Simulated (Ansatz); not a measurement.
**Does relaxation matter for the field gradients of TaSi2?**

Start: an entry of the Crystallography Open Database (COD) (the entry's cell lengths or inner coordinates differ somewhat from later room-temperature determinations).

Space group P6_222 (No. 180); a = 4.7800, c = 6.5640 Å, γ = 120.00°.

| site | Wyckoff | site symmetry | x | y | z |
| --- | --- | --- | --- | --- | --- |
| Ta | 3d | 222 | 0.5000 | 0.0000 | 0.5000 |
| Si | 6j | ..2 | 0.1666 | 0.3333 | 0.5000 |

One atom of each set is listed.

Method: Kohn–Sham DFT in Ansatz, PBE, plane waves and PAW, scalar-relativistic, 420 eV cutoff, Γ-centred 8×8×5 k-points, Fermi–Dirac smearing 0.05 eV.

The largest force at the start is 0.80 eV/Å. Relaxing the ions at fixed cell moves them by 0.064 Å at most (atom 6, Si) and 0.052 Å rms. End positions:

Ta (0.5000, 0.0000, 0.5000)
Si (0.1589, 0.3179, 0.5000)

```
site  moved (Å)                        first shell before                                              first shell after  V_zz before (10²¹ V/m²)  η before
  Ta      0.000                      10 Si at 2.59–2.76 Å                           10 Si at 2.60–2.82 Å, 4 Ta at 3.24 Å                     4.78      0.84
  Si      0.064  5 Si at 2.59–2.76 Å, 5 Ta at 2.59–2.76 Å  5 Si at 2.55–2.83 Å, 5 Ta at 2.60–2.82 Å; also 2 Si at 3.16 Å                    -3.21      0.64
```

Task: What are V_zz and η after the relaxation?

Result: 

```tsv
site	V_zz after	η after	change of V_zz
Ta	6.45	0.89	+1.67
Si	-2.75	0.53	+0.46
```

The largest change of V_zz is on Ta, from 4.78 to 6.45. In per cent, |V_zz| changes by +35 on Ta, -14 on Si (all sites that start above 2).

With no gap above 0.1 eV, as in a metal, the gradients converge slowly in k; expect changes of a tenth or more on a denser mesh. Without spin–orbit coupling the gradients at and beside Ta can be off by some per cent, at some sites by more. With these PAW files V_zz is typically within 2 to 3 % of all-electron values, but misses above 10 % occur on Ta.
Before: At this cell the principal stresses reach 5 GPa in size with PBE, which can matter for small gradients.
